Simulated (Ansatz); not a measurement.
## TiAl: two-dimensional strain map

Method: Ansatz 0.2.0, DFT r2SCAN, scalar-relativistic, plane waves, PAW. Settings: plane waves to 500 eV, k-mesh 20×20×20 (Γ-centred), Gaussian smearing 0.15 eV. No spin polarisation. Energies are free energies at this smearing, counted from the undisturbed cell; pressure is positive in compression.

The starting cell (relaxed at this level; with this scan's settings it stands at 0.1 GPa; it needn't be the usual structure):

```yaml
crystal:
  lattice:
    - [3.17135, 0.00000, 0.00000]
    - [0.00000, 3.17135, 0.00000]
    - [0.00000, 0.00000, 3.17135]
  atoms:
    - { symbol: Ti, position: [0.00000, 0.00000, 0.00000] }
    - { symbol: Al, position: [0.50000, 0.50000, 0.50000] }
```

The cell is strained by p along both x and y and by q along z, fractional coordinates fixed. Points are written (p, q).

Energy above the undisturbed cell in meV/atom (a dash: not computed):

| p \ q | -0.030 | -0.015 | 0.000 | 0.030 |
| --- | --- | --- | --- | --- |
| -0.030 | 53.5 | 36.6 | 22.5 | 0.4 |
| 0.000 | 5.4 | – | 0.0 | 3.7 |
| 0.030 | 2.5 | – | 19.0 | 43.9 |

Pressure in GPa:

| p \ q | -0.030 | -0.015 | 0.000 | 0.030 |
| --- | --- | --- | --- | --- |
| -0.030 | 13.2 | 10.7 | 8.4 | 4.2 |
| 0.000 | 4.0 | – | 0.1 | -3.3 |
| 0.030 | -3.0 | – | -6.2 | -8.9 |

Cost: 10 runs of about 9.3 core-minutes in all, on Intel Xeon Processor @ 2.50GHz (Skylake/Cascade Lake) (shared hosts).